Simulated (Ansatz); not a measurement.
Data:

Starting cell, MgS (rock salt):

```yaml
crystal:
  lattice:
    - [0.00000, 5.20309, 5.20309]
    - [2.60155, 2.60155, 5.20309]
    - [2.60155, 2.60155, 0.00000]
  atoms:
    - { symbol: S, position: [0.00000, 0.00000, 0.00000] }
    - { symbol: S, position: [0.50000, 0.00000, 0.00000] }
    - { symbol: Mg, position: [0.00000, 0.50000, 0.50000] }
    - { symbol: Mg, position: [0.50000, 0.50000, 0.50000] }
```

A phonon eigenvector at X = (0.5, 0.5, 0.0) is frozen into this cell: atom i moves by Q times the vector below, so Q is the largest atomic displacement, in Å. The cell is held. It is one choice among 2 degenerate patterns. (q is in reciprocal vectors of the primitive cell; the cell shown is doubled to hold the pattern.)

```json
[
 {"atom": "S1", "x": "0.000", "y": "1.000", "z": "0.000"},
 {"atom": "S2", "x": "0.000", "y": "-1.000", "z": "0.000"},
 {"atom": "Mg3", "x": "0.000", "y": "0.884", "z": "0.000"},
 {"atom": "Mg4", "x": "0.000", "y": "-0.884", "z": "0.000"}
]
```

These are r2SCAN (plane waves to 500 eV, PAW, scalar-relativistic; Ansatz, an electronic-structure program) values and carry that method's errors. k mesh 11×11×11 (Γ-centred), Fermi-Dirac smearing 0.05 eV. E stands for the smeared free energy. MgS was relaxed with its symmetry unable to fall. ΔE is measured from the undisplaced structure.

The scan covers Q from -0.280 to 0.280 Å in 13 points.

Which space group does the distorted structure have?

Cmcm (No. 63), lowered from Fm-3m.

What is the energy change at Q = 0.280 Å?

1730 meV/cell.

What harmonic wavenumber does the curvature at Q = 0 give?

265 cm⁻¹.

(A displaced cell: forces are minus the slopes of the energy, force constants its curvatures, and phonons follow from these.)
